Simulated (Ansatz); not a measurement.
TaAs in space group I4_1md (No. 109; Ta on 4a, As on 4a) under volume change, the program Ansatz at the LDA level (PAW), shape and atoms relaxed at each volume.

```
V (Å³/atom)  E − E(relaxed) (meV/atom)  P (GPa)
-----------  -------------------------  -------
15.179                            98.4    22.80
15.680                            41.3    13.97
16.180                             9.8     6.43
16.680                             0.0     0.00
17.181                             8.8    -5.48
17.681                            33.4   -10.15
18.182                            71.4   -14.12
```

Question: What does a third-order Birch–Murnaghan fit give for V₀, B₀ and B′?

Answer: V₀ = 16.68 Å³/atom, B₀ = 197 GPa, B′ = 4.3.

The LDA relaxation kept the symmetry of its start; of distortions, only those at the zone centre were tested. The run is not spin-polarised. Scalar-relativistic: spin–orbit coupling is off unless named, which matters more the heavier the elements.

Potentials: the later of the program's two PAW sets.
